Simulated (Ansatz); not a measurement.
Values for one crystal, relaxed and computed with r²SCAN in the plane-wave PAW code Ansatz; other levels are named.

| Property | Result |
|---|---|
| Volume per atom | 18.83 Å³ |
| Band gap | 1.65 eV (indirect) |
| Valence-band maximum | at P |
| Conduction-band minimum | at Γ |
| Bulk modulus (Birch–Murnaghan fit) | 22.5 GPa |
| Smallest direct gap on the standard path | 1.66 eV |
| Pressure derivative B′ | 4.7 |

Q: Which compound is it?
(A) Rb2MnF5, P4/mmm (Rb on 2e, Mn on 1a, F on 1b, F on 4j)
(B) Ho2CF2, P-3m1 (Ho on 2d, C on 1a, F on 2d)
(C) LaBr2, P6_3/mmc (La on 2b, Br on 4f)
(D) PbF2, fluorite

A: A, Rb2MnF5, P4/mmm (Rb on 2e, Mn on 1a, F on 1b, F on 4j)

The workflow started from a Materials Project entry (that database holds measured and hypothetical structures alike); the Crystallography Open Database copy checked does not list it. Its standing as an ambient phase is unchecked. The cell was relaxed with r²SCAN under the symmetry of its start, as lowered by the spin order; whether a distortion lowers the energy is not shown. The final state is antiferromagnetic, chosen from 5 collinear starts compared on coarse meshes (ties went to the first, and starts can fall back to one state), not a proven ground state. Other orbital occupations within this spin state were not tried. No Hubbard U is applied. Point labels and valley counts follow the cell and symmetry of the run, lower than the named group. Scalar-relativistic: spin–orbit coupling is off unless named, which matters more the heavier the elements.

Potentials: the later of the program's two PAW sets.
